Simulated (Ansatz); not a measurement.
## Bi2S3: a ladder of calculations

Cell of run 1: an entry of the Crystallography Open Database (COD) (listed for 3.5 GPa), atoms as given.

Space group Pnma (No. 62); a = 10.9070, b = 3.9191, c = 10.8220 Å.

```
site  Wyckoff  site symmetry       x       y       z
 Bi1       4c            .m.  0.0049  0.2500  0.6744
 Bi5       4c            .m.  0.3331  0.2500  0.4663
  S9       4c            .m.  0.0527  0.2500  0.1280
 S13       4c            .m.  0.3737  0.2500  0.0610
 S17       4c            .m.  0.2211  0.2500  0.8026
```

One atom of each set is listed.

Relaxed positions (PBE, cell held):

Bi1 (0.9991, 0.2500, 0.6761)
Bi5 (0.3281, 0.2500, 0.4701)
S9 (0.0510, 0.2500, 0.1295)
S13 (0.3764, 0.2500, 0.0578)
S17 (0.2212, 0.2500, 0.8013)

All runs are DFT with Ansatz 0.2.0 (plane waves and PAW, scalar-relativistic unless spin–orbit coupling is named, Γ-centred meshes, Fermi–Dirac smearing where given) in this cell.

Run 1: PBE, atoms as given; 420 eV, 3×7×3 k-points, smearing 0.02 eV.
Run 2: PBE, atoms relaxed; 420 eV, 3×7×3 k-points, smearing 0.02 eV.
Run 3: r2SCAN, at the relaxed atoms; 500 eV, 3×7×3 k-points, smearing 0.02 eV.

| run | Bi1 V_zz (η) | Bi5 V_zz (η) | S9 V_zz (η) | S13 V_zz (η) | S17 V_zz (η) |
| --- | --- | --- | --- | --- | --- |
| 1 | 4.64 (0.41) | -17.46 (0.06) | 3.37 (0.99) | -7.33 (0.13) | -1.31 (0.86) |
| 2 | 0.43 (0.98) | -12.71 (0.13) | -2.68 (0.63) | -6.56 (0.07) | 1.12 (0.99) |
| 3 | ? | ? | ? | ? | ? |

V_zz in 10²¹ V/m².

Problem. Estimate the row of run 3.

Solution. Bi1: 0.58 (0.13); Bi5: -14.57 (0.11); S9: -2.79 (0.75); S13: -6.61 (0.06); S17: 1.43 (0.77). It lies nearest to run 2, from whose tensors on these sites it differs by 1.87 at most (largest principal value of the difference, on Bi5). Taken one at a time, the positions of the atoms (as given or relaxed) move the tensors on these sites by up to 6.10 (largest principal value of the change, on Bi5), the functional (r2SCAN with its higher cutoff) by 1.87 (Bi5). On some sites the largest principal value moves to another axis from run to run, and the sign of V_zz can flip with it. On S9 and S17 η is near 1, so the change of sign is little more than a relabelling of axes. On Bi1 V_xx and V_yy change places between runs (or their axes turn by over 50°), so η hides a larger change.

Leaving out spin–orbit coupling shifts gradients on Bi by a few per cent in wide-gap crystals, and can shift them far more where the calculated gap is small or absent, as here. Leaving out spin–orbit coupling shifts gradients on Bi by a few per cent, and by more where contributions nearly cancel. In run 1 the atoms aren't at the calculated equilibrium (largest force 0.32 eV/Å). The cell isn't the equilibrium one in runs 1, 2 (calculated pressure 6, 5 GPa), and the entry's cell may itself be off.
